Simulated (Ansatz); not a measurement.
Consider the following.

AlCo (CsCl type)

```xyz
2
Lattice="2.8239 0.0000 0.0000 0.0000 2.8239 0.0000 0.0000 0.0000 2.8239" Properties=species:S:1:pos:R:3 pbc="T T T"
Al     0.0000     0.0000     0.0000
Co     1.4119     1.4119     1.4119
```

In this cell atom 1 (Al, nearest neighbour Co at 2.446 Å; its periodic images, 2.8 Å or more away, move with it) is moved by s towards the nearest neighbour, unit vector (-0.577, -0.577, 0.577); all other atoms and the cell stay fixed.

These are r2SCAN (plane waves to 500 eV, PAW, scalar-relativistic; Ansatz, a first-principles code) values and carry that method's errors. k mesh 13×13×13 (Γ-centred), Fermi-Dirac smearing 0.05 eV. Energies are smeared free energies. With partly filled bands, energies and forces of such displacements shift with the k mesh and the smearing. AlCo was relaxed with its symmetry unable to fall. Relaxed AlCo ends ferromagnetic. Other magnetic orders were not checked, so this need not be the ground state. The zero of ΔE is the undisplaced structure.

The scan covers s from -0.240 to 0.240 Å in 11 points.

**Question.** Is the energy the same for equal positive and negative displacements?

**Answer.** Even: the same for both signs. With its periodic images moving along, the atom's site symmetry in this cell is m-3m.

**Question.** What is the force constant k = d²E/ds² of this move at s = 0?

**Answer.** 8.22 eV/Å².

**Question.** With two atoms in the cell this is the zone-centre optical mode. What wavenumber follows?

**Answer.** 348 cm⁻¹.

(For displaced atoms, the force is minus the slope of the energy, and its curvature is a force constant, which sets phonon frequencies.)
